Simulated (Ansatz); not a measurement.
The start is a generated cell, ZrO2 built in the pyrite structure type. The structure is fully relaxed (lattice and positions, P = 0) with PBE (plane waves to 420 eV, PAW, scalar-relativistic; Ansatz, a quantum-chemistry and plane-wave program). The first steps use a coarse 4×4×4 k-mesh.

Input geometry:
```
ZrO2
1.0
    4.94617     0.00000     0.00000
    0.00000     4.94617     0.00000
    0.00000     0.00000     4.94617
Zr O
4 8
Direct
  0.00000   0.00000   0.00000
  0.50000   0.50000   0.00000
  0.00000   0.50000   0.50000
  0.50000   0.00000   0.50000
  0.38510   0.38510   0.38510
  0.88510   0.11490   0.61490
  0.61490   0.88510   0.11490
  0.11490   0.61490   0.88510
  0.61490   0.61490   0.61490
  0.11490   0.88510   0.38510
  0.38510   0.11490   0.88510
  0.88510   0.38510   0.11490
```

| Quantity | Result |
|---|---|
| Initial pressure | +44.8 GPa (positive: the cell is compressed) |
| Largest initial force | 4.54 eV/Å, on O5, O6, O7, O8, O9, O10, O11, O12 (atoms numbered as listed) |
| Outcome | The space group stays Pa-3 (No. 205) (the run could not lower it), with 12 atoms in the primitive cell |
| Energy released | 0.61 eV/atom |
| Volume change | +17.9 %, from 10.08 to 11.89 Å³/atom |
| Shortest distances (start → end) | The closest pairs of elements (up to four, under 3.6 Å), start → end: O–O 1.97 → 2.73 Å; O–Zr 2.07 → 2.13 Å; Zr–Zr 3.50 → 3.69 Å |
| Band gap at the end | 3.28 eV, indirect (valence top at k = (0, 0, 0.2), conduction bottom at R) (no spin-orbit coupling) |
| Optimiser moves | 8 |

It ends as:

```cif
data_O8Zr4
_chemical_formula_sum 'Zr4 O8'
_space_group_name_H-M_alt 'Pa-3'
_space_group_IT_number 205
_space_group_name_Hall '-P 2ac 2ab 3'
_cell_length_a 5.22489
_cell_length_b 5.22489
_cell_length_c 5.22489
_cell_angle_alpha 90.000
_cell_angle_beta 90.000
_cell_angle_gamma 90.000
loop_
_atom_site_label
_atom_site_type_symbol
_atom_site_symmetry_multiplicity
_atom_site_Wyckoff_symbol
_atom_site_fract_x
_atom_site_fract_y
_atom_site_fract_z
_atom_site_occupancy
Zr1 Zr 4 a 0.00000 0.00000 0.00000 1
O1 O 8 c 0.32743 0.32743 0.32743 1
```

Final values are on a 5×5×5 k-mesh of the relaxed cell. No spin polarisation in the result.

The run could not lose the symmetry of its start: the end is stationary, and may be a saddle point rather than a minimum.

The relaxed structure here is a generated cell of ZrO2: the first start was made by placing the elements on the sites of a structure type, and the end was not matched to a known phase here, so it may be hypothetical. Known forms of ZrO2 include space group No. 14, 137, 225.
